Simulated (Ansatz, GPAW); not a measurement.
This is a calculation of ScSi2 for GPAW 26.7.0 (ASE script). 

Contents of run.py:

```python
from ase import Atoms
from ase.dft.bandgap import bandgap
from ase.io import write
from ase.units import GPa
from gpaw import GPAW, PW

atoms = Atoms(['Sc', 'Si', 'Si'],
              cell=[[3.66, 0.0, 0.0],
                    [-1.83, 3.1696529779, 0.0],
                    [0.0, 0.0, 3.87]],
              scaled_positions=[[0.0, 0.0, 0.0],
                                [0.6666666667, 0.3333333333, 0.5],
                                [0.3333333333, 0.6666666667, 0.5]],
              pbc=True)

calc = GPAW(mode=PW(600),
            xc='PBE',
            kpts={'size': (8, 8, 7), 'gamma': True},
            occupations={'name': 'methfessel-paxton', 'order': 0, 'width': 0.1},
            nbands=21,
            convergence={'density': 1e-05, 'energy': 1e-05},
            maxiter=150,
            txt='gpaw.txt')
atoms.calc = calc
energy = atoms.get_potential_energy()
forces = atoms.get_forces()
stress = atoms.get_stress()
calc.write('gs.gpw')
write('result.traj', atoms)
print(f'Energy: {energy:.6f} eV')
print('Forces (eV/A):')
print(forces.round(4))
print('Stress (GPa):', (stress / GPa).round(3))
print('Fermi level:', round(calc.get_fermi_level(), 4), 'eV')
print(f'Gap: {bandgap(calc)[0]:.4f} eV, direct: {bandgap(calc, direct=True)[0]:.4f} eV')
```

Potentials or basis: GPAW PAW data sets (gpaw-data 1.2.1), pw.

Command:

```bash
$ OMP_NUM_THREADS=1 python run.py
```

Task: Set up the same calculation for Ansatz 0.2.0. Potentials or basis there: Ansatz PAW, cutoff 420 eV.

Result: As run (cutoffs and basis follow the program's own potentials, and thresholds, step limits or extra output files can differ):

input.yaml

```yaml
crystal:
  lattice:
    - [3.66, 0.0, 0.0]
    - [-1.83, 3.1696529779, 0.0]
    - [0.0, 0.0, 3.87]
  atoms:
    - { symbol: Sc, position: [0.0, 0.0, 0.0] }
    - { symbol: Si, position: [0.6666666667, 0.3333333333, 0.5] }
    - { symbol: Si, position: [0.3333333333, 0.6666666667, 0.5] }
hamiltonian:
  xc: pbe
  pseudopotentials: { kind: paw }
kpoints:
  mp_grid: { grid: [8, 8, 7] }
scf:
  occupations: { method: gaussian, width: 0.1 }
output:
  forces: true
  stress: true
  eigenvalues: true
```

Potentials or basis: Ansatz PAW.

Launch:

```sh
$ ansatz run input.yaml --threads 1 --pin off --max-ram 3584MiB --backend cpu --events-out ev --progress --plain --runs-dir out
```

Both were run:

|  | GPAW | Ansatz |
| --- | --- | --- |
| Pressure | 25.5 GPa | 25.2 GPa |

Ansatz's pressure holds a Pulay term of +0.04 GPa for its cutoff of 420 eV, which the other run lacks.

Where Ansatz's input types no cutoff or centring, it takes its own default and a Γ-centred mesh.

The cell lies far from this level's equilibrium.

Pressure is positive in compression.
